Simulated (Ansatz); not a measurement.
# La2Zn6Ge3: reading a single point

```
CELL_PARAMETERS angstrom
7.71446 0.00000 0.00000
-3.85723 6.68092 0.00000
0.00000 0.00000 4.15265
ATOMIC_POSITIONS crystal
Zn 0.18800 0.00000 0.00000
Zn 0.81200 0.81200 0.00000
Zn 0.00000 0.18800 0.00000
Ge 0.37750 0.00000 0.50000
Ge 0.62250 0.62250 0.50000
Ge 0.00000 0.37750 0.50000
La 0.33330 0.66670 0.00000
La 0.66670 0.33330 0.00000
Zn 0.70890 0.00000 0.50000
Zn 0.29110 0.29110 0.50000
Zn 0.00000 0.70890 0.50000
```

Level: r2SCAN, no spin polarisation; 500 eV; 4×4×6 Γ-centred mesh; methfessel-paxton occupations (width 0.0599 eV); Ansatz 0.2.0, fixed geometry.

What is the formation energy?

-0.51 eV an atom against the elements' usual phases (free molecules for gases, crystals otherwise, with no correction for O₂ or N₂), so it is bound against them; other compounds may still compete. Relaxing would lower it.

Metal or insulator?

It is a metal, with about 0.57 states/eV a cell as the mean within 0.25 eV of the Fermi level.

Is the cell too large or too small?

The pressure is -1.2 GPa (compression positive), so with the atoms held at these fractions the cell would first shrink.

What do density and ELF say about some of the short contacts?

Zn–Zn at 2.51 Å: least valence density 0.30 e/Å³ and ELF 0.36 there. Zn–Ge at 2.54 Å: least valence density 0.34 e/Å³ and ELF 0.43 there. La–Ge at 3.19 Å: least valence density 0.17 e/Å³ and ELF 0.19 there. Both are smooth PAW fields, read partly inside the augmentation spheres.

Origin: a database entry at a rescaled volume. Caveats: f levels without a U or exact exchange are poorly placed.
